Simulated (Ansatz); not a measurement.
An element in the sc structure gives these cold pressures by all-electron LAPW under LDA (Ansatz 0.2.0, scalar-relativistic, no spin polarisation).

```tsv
V (Å³/atom)	P (GPa)
16.37	0.05
14.41	30.1
12.77	79.6
11.13	174.9
9.49	366.3
8.19	667.8
7.04	1162
```

Q: Which element is it?

A: Pd. Its zero-pressure volume in this structure is near 16.4 Å³/atom; the volume and the steepness of P(V) together point to it, though neighbours can come close. This is the case that was computed; others weren't tested.
